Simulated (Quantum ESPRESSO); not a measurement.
Kohn-Sham bands of GaSb (zinc blende)

```yaml
crystal:
  lattice:
    - [0.00000, 3.06860, 3.06860]
    - [3.06860, 0.00000, 3.06860]
    - [3.06860, 3.06860, 0.00000]
  atoms:
    - { symbol: Ga, position: [0.00000, 0.00000, 0.00000] }
    - { symbol: Sb, position: [0.25000, 0.25000, 0.25000] }
```

Cell from Materials Project (mp-1156), symmetrised, no further relaxation. COD (Crystallography Open Database) has an entry of this formula and space group (matched by these alone). Computed values, not measurements, from PBEsol: Quantum ESPRESSO (norm-conserving PseudoDojo potentials, cutoff 64 Ry, spinors with spin-orbit coupling) on a Γ-centred 6×6×6 mesh, then Wannier90. Density: 10×10×10 mesh, cold smearing 0.01 Ry. With spin-orbit coupling a semilocal functional can close or falsely invert a small gap; the band order was not checked against a better method.

List the Kohn-Sham levels between −8 and 3.0 eV relative to the Fermi level at the high-symmetry points, as a band run of pw.x on that density gives them (levels within 2 meV counted together).


```tsv
point	k (reciprocal lattice)	levels (eV)
Γ	0.000 0.000 0.000	-0.68 (×2), -0.27 (×2), 0.04 (×4), 2.44 (×2), 2.66 (×4)
X	-0.500 -0.500 0.000	-6.97 (×2), -2.88 (×2), -2.62 (×2), 0.68 (×2), 1.00 (×2)
U	-0.375 -0.375 0.250	-6.84, -6.74, -3.90, -3.69, -2.37, -2.35, 1.15, 1.18
K	-0.375 0.000 0.375	-6.84, -6.74, -3.90, -3.69, -2.37, -2.35, 1.15, 1.18
L	0.000 0.000 0.500	-6.53 (×2), -1.55 (×2), -1.13 (×2), 0.14 (×2)
W	-0.500 -0.250 0.250	-6.89, -6.78, -3.72, -3.39, -3.28, -3.26
```
